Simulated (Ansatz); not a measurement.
Relaxed candidate structures of SnSe2:

A. P3₂ (No. 145), hP9; a = 7.2649 Å, b = 7.2649 Å, c = 5.6151 Å, α = 90.00°, β = 90.00°, γ = 120.00°; Se 3a (0.114, 0.875, 0.035); Se 3a (0.075, 0.593, 0.283); Sn 3a (0.449, 0.209, 0.239)

B. P1 (No. 1), aP3; a = 4.202 Å, b = 4.429 Å, c = 5.196 Å, α = 94.25°, β = 90.44°, γ = 94.72°; Sn 1a (0.175, 0.909, 0.155); Se 1a (0.730, 0.317, 0.068); Se 1a (0.461, 0.012, 0.707)

C. P-3m1 (No. 164), hP3, CdI2 type; a = 3.841 Å, b = 3.841 Å, c = 6.528 Å, α = 90.00°, β = 90.00°, γ = 120.00°; Sn 1a (0.000, 0.000, 0.000); Se 2d (0.333, 0.667, 0.241)

D. P4₂/mnm (No. 136), tP6, rutile type; a = b = 6.482 Å, c = 3.973 Å, α = β = γ = 90.00°; Sn 2a (0.000, 0.000, 0.000); Se 4f (0.307, 0.307, 0.000)

Q: Order them by energy per atom (lowest first) at the level r2SCAN (plane waves to 500 eV, PAW, scalar-relativistic; Ansatz, a quantum-chemistry and plane-wave program).

A: C (reference, the lowest among the structures calculated here), D (+0.21 eV/atom), A (+0.310 eV/atom), B (+0.325 eV/atom)

Q: Which candidates are metallic at this level, and what gaps do the others have?

A: No gap: D. A: 0.28 eV (no spin-orbit coupling); B: 0.72 eV (no spin-orbit coupling); C: 1.03 eV (no spin-orbit coupling).

Each run could gain symmetry but not lose that of its start, so entries can be saddle points. From databases, or of a type measured for this composition: P-3m1, hP3, CdI2 type; the others are generated cells (placed on structure types, drawn at random, substituted or restacked) that were not matched to a known phase here. Energies are at zero temperature and pressure, without zero-point motion. No spin polarisation in the result. No dispersion correction is included, so spacings between layers, chains or molecules are soft and tend to come out too large. Gaps of cells over 8 atoms come from the SCF mesh and high-symmetry points alone.
